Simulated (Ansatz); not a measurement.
BaNiF6:
```xyz
8
Lattice="3.6599 2.1131 2.3218 -3.6599 2.1131 2.3218 0.0000 -4.2261 2.3218" Properties=species:S:1:pos:R:3 pbc="T T T"
Ba     0.0000     0.0000     3.4827
Ni     0.0000     0.0000     0.0000
F      0.0000     2.7988     3.5863
F      0.0000    -2.7988     3.3791
F     -2.4238    -1.3994     3.5863
F      2.4238     1.3994     3.3791
F      2.4238    -1.3994     3.5863
F     -2.4238     1.3994     3.3791
```

Relaxed with r²SCAN. Special points in fractions of this cell's reciprocal vectors: Γ (0.000, 0.000, 0.000); L (0.500, 0.000, 0.000); T (0.500, -0.500, 0.500); P0 (0.368, -0.632, 0.368); P2 (0.368, 0.368, 0.368); F (0.500, -0.500, 0.000).

Problem. List the band energies nearest the valence-band maximum at these points for r²SCAN (plane waves, PAW; program Ansatz).

Solution. In eV from the valence-band maximum; about four levels below and three above (degenerate sets whole), none deeper than 8.9 eV; points with the same levels are listed once.

```csv
k,below,above
Γ,-0.49 -0.49 -0.47 -0.20,2.20 2.20 9.17
L,-0.63 -0.31 -0.31 -0.12,2.43 2.58 9.88
T,-0.62 -0.38 -0.15 -0.15,2.33 2.33 9.80 9.80
P0,-0.53 -0.51 -0.18 -0.18,2.46 2.46 9.96 9.96
F,-0.73 -0.69 -0.45 0.00,2.22 2.56 9.70
```

Space group R-3m. The first step of the workflow began from a Materials Project structure, measured or hypothetical; the Crystallography Open Database copy checked does not list it. Whether it is the stable phase at ambient conditions was not checked. The r²SCAN relaxation kept the symmetry of its start; its stability against distortions is not shown here. No spin polarisation was allowed. No Hubbard U is applied. Spin–orbit coupling is left out wherever it is not named.

Potentials: the later of the program's two PAW sets.
